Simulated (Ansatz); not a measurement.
## SCF log, NiO

The cell (8 atoms) is NiO as an experimental structure (space group Fm-3m, four primitive cells). Source: COD entry 4320505, which need not be the ambient phase.

These are results of DFT, PBE, PAW, plane waves, scalar-relativistic (Ansatz development build ahead of 0.2.0), not measurements.

The input:

```yaml
crystal:
  lattice:
    - [4.20096, 0.0, 0.0]
    - [0.0, 4.20096, 0.0]
    - [0.0, 0.0, 4.20096]
  atoms:
    - { symbol: Ni, position: [0.0, 0.0, 0.0], spin: 2.0, spin_axis: [1.147, 0.0, 1.638] }
    - { symbol: Ni, position: [0.0, 0.5, 0.5], spin: 2.0, spin_axis: [1.147, 0.0, -1.638] }
    - { symbol: Ni, position: [0.5, 0.0, 0.5], spin: 2.0, spin_axis: [1.147, 0.0, 1.638] }
    - { symbol: Ni, position: [0.5, 0.5, 0.0], spin: 2.0, spin_axis: [1.147, 0.0, -1.638] }
    - { symbol: O, position: [0.0, 0.0, 0.5] }
    - { symbol: O, position: [0.0, 0.5, 0.0] }
    - { symbol: O, position: [0.5, 0.0, 0.0] }
    - { symbol: O, position: [0.5, 0.5, 0.5] }
hamiltonian:
  xc: pbe
  pseudopotentials: { kind: paw }
  noncollinear_xc: multicollinear
basis:
  ecutwfc: 420
kpoints:
  mp_grid: { grid: [3, 3, 3] }
scf:
  occupations: { method: fermi_dirac, width: 0.02 }
  lower_state_search: "off"
  max_iter: 150
output:
  forces: true
  stress: true
  write_density: true
  write_potential: true
  elf: true
  volumetric_format: npy
magnetization:
  noncollinear: true
```

The run was started with:
```sh
ansatz run input.yaml --threads 4 --pin off --max-ram 9216MiB --backend cpu --events-out ev --progress --plain --runs-dir out
```

Output (shortened):

```
Pseudopotentials: kind: paw
Pseudopotential: Ni, paw, valence charge 18, recommended cutoff 420 eV (normal), Ni.paw.azcp
Pseudopotential: O, paw, valence charge 6, recommended cutoff 420 eV (normal), O.paw.azcp
Functional definition: PBE
Crystal: 8 atoms, lattice volume = 74.139 Å³
Basis set: ecut = 420 eV, 1419 PW (Γ), exchange–correlation on 60×60×60 points (8 copies of the dense FFT grid, shifted against one another)
Bands: 116, of which v1, the nominal top of the filled ones, is band 96 counted from 1 (95 counted from 0)
Symmetry: 64 space group operations + 64 with time reversal
Moments: of one size on atoms that these operations exchange, one fixing the others by the rotation that the starting moments gave each, and all in one plane where the starting moments lie in one or along one axis (crystal.symmetry.detect: false holds none)
k-points: 6 of 27
Non-local potential: Ni, projectors of the file, l = 0: 3, l = 1: 2, l = 2: 3, l = 3: 1
Non-local potential: O, projectors of the file, l = 0: 2, l = 1: 2, l = 2: 1
Initial density: superposition of atomic densities (chi_scale 0.1, normalization cell, long waves kept (reshape's long-wave potential 0.00 eV rms))
Starting moments: Σ|m| = 8 μB on 4 of 8 sites
Initial wavefunctions: pseudopotential atomic-orbital guess
Functional: x = pbe(κ = 0.804, μ = 0.2195149727645171), c = pbe(β = 0.06672455060314922)
SCF iter   1: F=—  HF=-25635.727035 eV  |F-HF|=—  |Δ(HF+E_count)|=         —  Δρ=4.39e-1  dr2=1.11e2  dr2_m=2.33e1  ethr=3.10e-3  |M|=2.48e-1 ∫|m|=1.32e0 μB  |m|>n=0.0e0 m-floor=0.0e0 τ_xc=2.0e-2 mc-row=0.0e0  β_m=0.30  ⟨swp⟩=4.7  Hψ=2046  notcnv=0  defer=26
preconditioner: auto → Resta (q_TF=auto, 2.848 Å⁻¹)  ε∞=11.0  [insulator: Δε(μ)=0.398 eV  Ē_g=10.886 eV  σ=0.020 eV  W_gap=0.64  n_scr=26 (ndim 8)  ℏωp=34.5 eV  f_vac=0.000  D(μ)=10.35/eV (n_scr^D=170)  ε∞_Penn≈11.0]
spin=Noncollinear: Resta preconditioning applied to the charge; magnetization (m_x, m_y, m_z) channels mix plain (no charge-response kernel on spin).
SCF iter   2: F=—  HF=-25622.984810 eV  |F-HF|=—  |Δ(HF+E_count)|=    1.27e1  Δρ=1.17e-1  dr2=3.38e0  dr2_m=2.17e0  ethr=3.10e-3  |M|=2.07e0 ∫|m|=3.67e0 μB  |m|>n=0.0e0 m-floor=0.0e0 τ_xc=9.0e-3 mc-row=0.0e0  β_m=0.30  ⟨swp⟩=3.8  Hψ=1744  notcnv=0  defer=48
preconditioner: auto → Kerker (q_TF=auto, 2.848 Å⁻¹)  [metal: Δε(μ)=0.020 eV  Ē_g=9.997 eV  σ=0.020 eV  W_gap=0.24  n_scr=26 (ndim 8)  ℏωp=34.5 eV  f_vac=0.000  D(μ)=23.32/eV (n_scr^D=514)]
spin=Noncollinear: Kerker preconditioning applied to the charge; magnetization (m_x, m_y, m_z) channels mix plain (no charge-response kernel on spin).
SCF iter   3: F=—  HF=-25622.197312 eV  |F-HF|=—  |Δ(HF+E_count)|=   7.87e-1  Δρ=1.18e-1  dr2=1.12e0  dr2_m=3.73e0  ethr=3.10e-3  |M|=1.20e0 ∫|m|=2.33e0 μB  |m|>n=0.0e0 m-floor=0.0e0 τ_xc=6.5e-3 mc-row=0.0e0  β_m=0.30  ⟨swp⟩=3.0  Hψ=1150  notcnv=0  defer=48
SCF iter   4: F=—  HF=-25622.170710 eV  |F-HF|=—  |Δ(HF+E_count)|=   2.66e-2  Δρ=7.88e-2  dr2=6.54e-2  dr2_m=1.66e0  ethr=1.17e-3  |M|=1.28e0 ∫|m|=2.42e0 μB  |m|>n=0.0e0 m-floor=0.0e0 τ_xc=1.0e-2 mc-row=0.0e0  β_m=0.30  ⟨swp⟩=3.5  Hψ=1356  notcnv=0  defer=48
SCF iter   5: F=—  HF=-25622.269361 eV  |F-HF|=—  |Δ(HF+E_count)|=   9.87e-2  Δρ=7.52e-2  dr2=1.27e-1  dr2_m=1.47e0  ethr=6.81e-5  |M|=1.04e0 ∫|m|=2.03e0 μB  |m|>n=0.0e0 m-floor=0.0e0 τ_xc=5.9e-3 mc-row=0.0e0  β_m=0.30  ⟨swp⟩=2.8  Hψ=1324  notcnv=0  defer=48
SCF iter   6: F=—  HF=-25622.357446 eV  |F-HF|=—  |Δ(HF+E_count)|=   8.81e-2  Δρ=6.68e-2  dr2=4.50e-2  dr2_m=1.13e0  ethr=6.81e-5  |M|=9.08e-1 ∫|m|=1.77e0 μB  |m|>n=0.0e0 m-floor=0.0e0 τ_xc=4.0e-3 mc-row=0.0e0  β_m=0.30  ⟨swp⟩=2.0  Hψ=993  notcnv=0  defer=48
SCF iter   7: F=—  HF=-25622.433817 eV  |F-HF|=—  |Δ(HF+E_count)|=   7.64e-2  Δρ=6.28e-2  dr2=4.26e-3  dr2_m=9.60e-1  ethr=4.69e-5  |M|=7.60e-1 ∫|m|=1.48e0 μB  |m|>n=0.0e0 m-floor=0.0e0 τ_xc=2.9e-3 mc-row=0.0e0  β_m=0.30  ⟨swp⟩=2.2  Hψ=948  notcnv=0  defer=48
SCF iter   8: F=—  HF=-25622.498131 eV  |F-HF|=—  |Δ(HF+E_count)|=   6.43e-2  Δρ=6.37e-2  dr2=1.26e-2  dr2_m=1.02e0  ethr=4.44e-6  |M|=4.84e-1 ∫|m|=1.11e0 μB  |m|>n=0.0e0 m-floor=0.0e0 τ_xc=2.2e-3 mc-row=0.0e0  β_m=0.30  ⟨swp⟩=2.0  Hψ=1056  notcnv=0  defer=48
SCF iter   9: F=—  HF=-25622.578095 eV  |F-HF|=—  |Δ(HF+E_count)|=   8.00e-2  Δρ=6.56e-2  dr2=1.33e-3  dr2_m=1.10e0  ethr=4.44e-6  |M|=2.00e-1 ∫|m|=7.47e-1 μB  |m|>n=0.0e0 m-floor=0.0e0 τ_xc=1.6e-3 mc-row=0.0e0  β_m=0.30  ⟨swp⟩=2.0  Hψ=1279  notcnv=0  defer=48
SCF iter  10: F=—  HF=-25622.657126 eV  |F-HF|=—  |Δ(HF+E_count)|=   7.90e-2  Δρ=5.17e-2  dr2=6.88e-3  dr2_m=6.70e-1  ethr=1.38e-6  |M|=1.78e-1 ∫|m|=6.23e-1 μB  |m|>n=0.0e0 m-floor=0.0e0 τ_xc=1.1e-3 mc-row=0.0e0  β_m=0.30  ⟨swp⟩=2.0  Hψ=1318  notcnv=0  defer=48
SCF iter  11: F=—  HF=-25622.704613 eV  |F-HF|=—  |Δ(HF+E_count)|=   4.75e-2  Δρ=3.99e-2  dr2=1.58e-3  dr2_m=3.92e-1  ethr=1.38e-6  |M|=1.74e-1 ∫|m|=5.38e-1 μB  |m|>n=0.0e0 m-floor=0.0e0 τ_xc=7.8e-4 mc-row=0.0e0  β_m=0.30  ⟨swp⟩=3.0  Hψ=1362  notcnv=0  defer=40
Mixer restart at iter 11: flushing history
spin-set hold released at iteration 11 (site moments contracting): the magnetisation degrees of freedom join the quasi-Newton model from the next iteration; the mixer history was flushed
SCF iter  12: F=—  HF=-25622.731475 eV  |F-HF|=—  |Δ(HF+E_count)|=   2.69e-2  Δρ=3.10e-2  dr2=3.15e-4  dr2_m=2.30e-1  ethr=1.38e-6  |M|=1.75e-1 ∫|m|=4.71e-1 μB  |m|>n=0.0e0 m-floor=0.0e0 τ_xc=5.7e-4 mc-row=0.0e0  β_m=0.65  ⟨swp⟩=2.0  Hψ=1253  notcnv=0  defer=40
SCF iter  13: F=—  HF=-25622.771476 eV  |F-HF|=—  |Δ(HF+E_count)|=   4.00e-2  Δρ=2.59e-3  dr2=1.15e-4  dr2_m=1.42e-3  ethr=3.28e-7  |M|=1.79e-1 ∫|m|=2.89e-1 μB  |m|>n=0.0e0 m-floor=0.0e0 τ_xc=6.0e-5 mc-row=0.0e0  β_m=0.71  ⟨swp⟩=3.0  Hψ=1533  notcnv=0  defer=40
SCF iter  14: F=—  HF=-25622.771942 eV  |F-HF|=—  |Δ(HF+E_count)|=   4.67e-4  Δρ=1.48e-3  dr2=4.38e-4  dr2_m=7.16e-4  ethr=1.20e-7  |M|=1.96e-1 ∫|m|=2.80e-1 μB  |m|>n=0.0e0 m-floor=0.0e0 τ_xc=5.8e-5 mc-row=0.0e0  β_m=0.86  ⟨swp⟩=2.5  Hψ=1378  notcnv=0  defer=36
SCF iter  15: F=—  HF=-25622.772392 eV  |F-HF|=—  |Δ(HF+E_count)|=   4.50e-4  Δρ=1.80e-3  dr2=1.49e-3  dr2_m=5.74e-4  ethr=1.20e-7  |M|=2.19e-1 ∫|m|=2.82e-1 μB  |m|>n=0.0e0 m-floor=0.0e0 τ_xc=6.8e-5 mc-row=0.0e0  β_m=0.93  ⟨swp⟩=2.8  Hψ=1389  notcnv=0  defer=36
SCF iter  16: F=—  HF=-25622.772814 eV  |F-HF|=—  |Δ(HF+E_count)|=   4.22e-4  Δρ=9.07e-4  dr2=2.30e-4  dr2_m=1.62e-4  ethr=1.20e-7  |M|=2.80e-1 ∫|m|=2.94e-1 μB  |m|>n=0.0e0 m-floor=0.0e0 τ_xc=1.5e-4 mc-row=0.0e0  β_m=0.96  ⟨swp⟩=2.8  Hψ=1445  notcnv=0  defer=36
SCF iter  17: F=—  HF=-25622.772894 eV  |F-HF|=—  |Δ(HF+E_count)|=   7.92e-5  Δρ=7.49e-4  dr2=5.38e-5  dr2_m=1.51e-4  ethr=1.20e-7  |M|=2.87e-1 ∫|m|=2.94e-1 μB  |m|>n=0.0e0 m-floor=0.0e0 τ_xc=6.9e-5 mc-row=0.0e0  β_m=0.97  ⟨swp⟩=2.5  Hψ=1295  notcnv=0  defer=28
SCF iter  18: F=—  HF=-25622.772885 eV  |F-HF|=—  |Δ(HF+E_count)|=   8.20e-6  Δρ=6.76e-4  dr2=1.49e-5  dr2_m=9.44e-5  ethr=5.61e-8  |M|=2.87e-1 ∫|m|=2.93e-1 μB  |m|>n=0.0e0 m-floor=0.0e0 τ_xc=4.5e-5 mc-row=0.0e0  β_m=0.82  ⟨swp⟩=2.0  Hψ=1163  notcnv=0  defer=28
SCF iter  19: F=—  HF=-25622.771577 eV  |F-HF|=—  |Δ(HF+E_count)|=   1.31e-3  Δρ=3.61e-4  dr2=8.89e-6  dr2_m=3.09e-5  ethr=1.56e-8  |M|=2.89e-1 ∫|m|=2.93e-1 μB  |m|>n=0.0e0 m-floor=0.0e0 τ_xc=2.5e-5 mc-row=0.0e0  β_m=0.50  ⟨swp⟩=2.0  Hψ=1074  notcnv=0  defer=28
SCF iter  20: F=—  HF=-25622.771607 eV  |F-HF|=—  |Δ(HF+E_count)|=   3.02e-5  Δρ=2.07e-4  dr2=2.03e-6  dr2_m=7.80e-6  ethr=9.26e-9  |M|=2.90e-1 ∫|m|=2.93e-1 μB  |m|>n=0.0e0 m-floor=0.0e0 τ_xc=1.1e-5 mc-row=0.0e0  β_m=0.84  ⟨swp⟩=2.0  Hψ=1284  notcnv=0  defer=28
SCF iter  21: F=—  HF=-25622.771599 eV  |F-HF|=—  |Δ(HF+E_count)|=   8.40e-6  Δρ=4.50e-4  dr2=3.65e-6  dr2_m=3.87e-5  ethr=2.12e-9  |M|=2.88e-1 ∫|m|=2.91e-1 μB  |m|>n=0.0e0 m-floor=0.0e0 τ_xc=7.3e-6 mc-row=0.0e0  β_m=0.84  ⟨swp⟩=2.0  Hψ=1285  notcnv=0  defer=28
SCF iter  22: F=—  HF=-25622.771610 eV  |F-HF|=—  |Δ(HF+E_count)|=   1.12e-5  Δρ=7.70e-5  dr2=1.56e-7  dr2_m=1.12e-6  ethr=2.12e-9  |M|=2.90e-1 ∫|m|=2.93e-1 μB  |m|>n=0.0e0 m-floor=0.0e0 τ_xc=1.8e-6 mc-row=0.0e0  β_m=0.92  ⟨swp⟩=2.0  Hψ=1285  notcnv=0  defer=28
SCF iter  23: F=—  HF=-25622.771610 eV  |F-HF|=—  |Δ(HF+E_count)|=   4.12e-7  Δρ=2.32e-5  dr2=9.57e-8  dr2_m=9.53e-8  ethr=1.04e-10  |M|=2.90e-1 ∫|m|=2.92e-1 μB  |m|>n=0.0e0 m-floor=0.0e0 τ_xc=7.7e-7 mc-row=0.0e0  β_m=0.96  ⟨swp⟩=14.8  Hψ=5178  notcnv=0
SCF iter  24: F=—  HF=-25622.771610 eV  |F-HF|=—  |Δ(HF+E_count)|=   3.55e-8  Δρ=2.09e-5  dr2=1.31e-7  dr2_m=5.27e-8  ethr=9.96e-11  |M|=2.90e-1 ∫|m|=2.92e-1 μB  |m|>n=0.0e0 m-floor=0.0e0 τ_xc=3.2e-7 mc-row=0.0e0  β_m=0.98  ⟨swp⟩=8.2  Hψ=4413  notcnv=0
iter 25 did not close the SCF: its close was put off for a magnetic moment that had not settled (scf_convergence_deferred on its scf_iter line)
SCF iter  25: F=-25622.771610 eV  HF=-25622.771610 eV  |F-HF|=1.88e-8  |Δ(HF+E_count)|=   3.04e-9  Δρ=6.20e-6  dr2=1.74e-8  dr2_m=5.64e-9  ethr=9.96e-11  |M|=2.90e-1 ∫|m|=2.92e-1 μB  |m|>n=0.0e0 m-floor=0.0e0 τ_xc=6.8e-8 mc-row=0.0e0  β_m=0.99  ⟨swp⟩=5.8  Hψ=4650  notcnv=0
iter 26 did not close the SCF: its close was put off for a magnetic moment that had not settled (scf_convergence_deferred on its scf_iter line)
SCF iter  26: F=-25622.771610 eV  HF=-25622.771610 eV  |F-HF|=2.45e-9  |Δ(HF+E_count)|=  2.33e-10  Δρ=2.94e-6  dr2=3.43e-9  dr2_m=1.21e-9  ethr=1.82e-11  |M|=2.90e-1 ∫|m|=2.92e-1 μB  |m|>n=0.0e0 m-floor=0.0e0 τ_xc=4.9e-8 mc-row=0.0e0  β_m=1.00  ⟨swp⟩=5.2  Hψ=3994  notcnv=0
iter 27 did not close the SCF: its close was put off for a magnetic moment that had not settled (scf_convergence_deferred on its scf_iter line)
SCF iter  27: F=-25622.771610 eV  HF=-25622.771610 eV  |F-HF|=7.06e-10  |Δ(HF+E_count)|=  2.18e-11  Δρ=1.69e-6  dr2=7.85e-10  dr2_m=4.89e-10  ethr=3.57e-12  |M|=2.90e-1 ∫|m|=2.92e-1 μB  |m|>n=0.0e0 m-floor=0.0e0 τ_xc=5.4e-8 mc-row=0.0e0  β_m=0.82  ⟨swp⟩=5.2  Hψ=3955  notcnv=0
SCF iter  28: F=-25622.771610 eV  HF=-25622.771610 eV  |F-HF|=6.18e-11  |Δ(HF+E_count)|=  1.24e-10  Δρ=3.97e-7  dr2=6.76e-11  dr2_m=2.05e-11  ethr=1.00e-12  |M|=2.90e-1 ∫|m|=2.92e-1 μB  |m|>n=0.0e0 m-floor=0.0e0 τ_xc=1.4e-8 mc-row=0.0e0  ⟨swp⟩=4.8  Hψ=3597  notcnv=0
SCF 1 converged in 28 iterations: F = -25622.771610 eV  dr2 = 6.76e-11
  greatest PAW one-centre occupation: 1.001 electrons in one spin orbital (limit 2), on the Ni atom at site 2 (counted from 0), in its partial waves of l = 1
SCF converged after 28 iterations
Magnetization: |M| = 0.2899 μB,  M = (+0.2899, -0.0000, -0.0000) μB
Absolute magnetization: 0.2921 μB (∫|m|, with the PAW one-centre terms)
  site 0: m = (+0.0593, +0.0000, +0.0000) μB, |m| = 0.0593 μB  (R = 0.87 Å)
  site 1: m = (+0.0593, +0.0000, -0.0000) μB, |m| = 0.0593 μB  (R = 0.87 Å)
  site 2: m = (+0.0593, +0.0000, +0.0000) μB, |m| = 0.0593 μB  (R = 0.87 Å)
  site 3: m = (+0.0593, +0.0000, -0.0000) μB, |m| = 0.0593 μB  (R = 0.87 Å)
  site 4: m = (+0.0121, +0.0000, +0.0000) μB, |m| = 0.0121 μB  (R = 0.87 Å)
  site 5: m = (+0.0121, -0.0000, -0.0000) μB, |m| = 0.0121 μB  (R = 0.87 Å)
  site 6: m = (+0.0121, +0.0000, +0.0000) μB, |m| = 0.0121 μB  (R = 0.87 Å)
  site 7: m = (+0.0121, -0.0000, -0.0000) μB, |m| = 0.0121 μB  (R = 0.87 Å)
Free energy (F): -25622.771610 eV
Harris-Foulkes:  -25622.771610 eV  (|F-HF|=6.18e-11)
Internal energy: -25622.754490 eV  (E = F + TS)
E sigma→0 (E₀):  -25622.763050 eV
Entropy (-TS):   -0.017120 eV (-2.140 meV/atom)
Fermi energy:    14.537525 eV
--- Per-component energies (eV) ---
  E_band       = -1318.690348
  E_kinetic    = 1811.180887
  E_local      = -16145.477894  (includes V_loc(G=0)·N_el)
  E_nonlocal   = 2775.063517
  E_hartree    = 6662.831117
  E_xc         = -623.769398
  E_vxc        = -800.147334  (∫ρ·V_xc dr)
  E_paw        = -7173.757903  (= ΣΔE_a)
  E_vpaw       = -2284.984140  (= ΣTr[D̂ρ^β])
  E_aug_tail   = 0.011238  (compensation charges beyond the density's cutoff)
  E_ewald      = -12928.836053
  E_smearing   = -0.017120  (= −TS)
  E_closure    = -0.000000  (closes the sum)
  Σ components = -25622.771610   (vs F -25622.771610, Δ=0.00e0)
--- Forces (eV/Å), atoms counted from 1 ---
  atom   1  Ni     0.00000000     0.00000000    -0.00000000
  atom   2  Ni     0.00000000    -0.00000000    -0.00000000
  atom   3  Ni     0.00000000    -0.00000000    -0.00000000
  atom   4  Ni    -0.00000000    -0.00000000    -0.00000000
  atom   5  O     -0.00000000     0.00000000    -0.00000000
  atom   6  O      0.00000000     0.00000000    -0.00000000
  atom   7  O     -0.00000000     0.00000000    -0.00000000
  atom   8  O      0.00000000    -0.00000000     0.00000000
  max |Σ_I F_I| component: 1.89e-28 eV/Å
--- Stress (GPa, compression-positive) ---
       -6.856462       0.000000      -0.000000
        0.000000      -6.856451      -0.000000
        0.000000       0.000000      -6.856462
  P = ⅓ Tr σ = -6.8565 GPa (-68.565 kbar)
--- Band table (eV; the first three rows and the last of 6) ---
k-point 0: bands = ["-88.9863", "-88.9828", "-88.9828", "-88.9828", "-88.9097", "-88.9062", "-88.9062", "-88.9062", "-49.4220", "-49.4220", "-49.4220", "-49.4059", "-49.4059", "-49.4059", "-49.4059", "-49.4059", "-49.4059", "-49.3943", "-49.3943", "-49.3943", "-49.3476", "-49.3476", "-49.3476", "-49.3314", "-49.3314", "-49.3314", "-49.3314", "-49.3314", "-49.3314", "-49.3198", "-49.3198", "-49.3198", "-6.3539", "-6.3354", "-4.9911", "-4.9911", "-4.9911", "-4.9691", "-4.9691", "-4.9691", "7.1441", "7.1441", "7.1441", "7.1585", "7.1585", "7.1585", "9.6451", "9.6451", [...]
k-point 1: bands = ["-88.9854", "-88.9837", "-88.9828", "-88.9828", "-88.9089", "-88.9071", "-88.9063", "-88.9063", "-49.4180", "-49.4180", "-49.4152", "-49.4099", "-49.4099", "-49.4060", "-49.4060", "-49.4030", "-49.4030", "-49.4014", "-49.3972", "-49.3972", "-49.3436", "-49.3436", "-49.3408", "-49.3354", "-49.3354", "-49.3315", "-49.3315", "-49.3285", "-49.3285", "-49.3269", "-49.3227", "-49.3227", "-5.9869", "-5.9678", "-5.2952", "-5.2743", "-4.9162", "-4.9162", "-4.8942", "-4.8942", "7.1983", "7.2208", "7.4992", "7.4992", "7.5145", "7.5145", "8.5516", "8.5516", [...]
k-point 2: bands = ["-88.9854", "-88.9837", "-88.9828", "-88.9828", "-88.9089", "-88.9071", "-88.9063", "-88.9063", "-49.4180", "-49.4180", "-49.4152", "-49.4099", "-49.4099", "-49.4060", "-49.4060", "-49.4030", "-49.4030", "-49.4014", "-49.3972", "-49.3972", "-49.3436", "-49.3436", "-49.3408", "-49.3354", "-49.3354", "-49.3315", "-49.3315", "-49.3285", "-49.3285", "-49.3269", "-49.3227", "-49.3227", "-5.9869", "-5.9678", "-5.2952", "-5.2743", "-4.9162", "-4.9162", "-4.8942", "-4.8942", "7.1983", "7.2208", "7.4992", "7.4992", "7.5145", "7.5145", "8.5516", "8.5516", [...]
k-point 5: bands = ["-88.9843", "-88.9835", "-88.9835", "-88.9835", "-88.9078", "-88.9069", "-88.9069", "-88.9069", "-49.4214", "-49.4214", "-49.4214", "-49.4170", "-49.4029", "-49.4029", "-49.4029", "-49.4003", "-49.4003", "-49.4003", "-49.3975", "-49.3975", "-49.3470", "-49.3470", "-49.3470", "-49.3425", "-49.3284", "-49.3284", "-49.3284", "-49.3258", "-49.3258", "-49.3258", "-49.3229", "-49.3229", "-5.4227", "-5.4027", "-5.0428", "-5.0428", "-5.0428", "-5.0218", "-5.0218", "-5.0218", "6.4782", "6.4782", "6.4782", "6.4934", "6.4934", "6.4934", "6.9104", "6.9263", [...]
```

A semilocal functional without U tends to delocalise d and f electrons, and can give a metal where the real compound is an insulator. A small moment in a metal is sensitive to the mesh and the smearing. The mesh is too coarse to rank close states of a metal with certainty: differences of some tens of meV/atom may change, at times in sign. The program warns that the starting moments weren't kept.

The run took 31 s on 4 threads of Arm Neoverse N1, with other jobs on the host, peak memory 0.66 GiB.
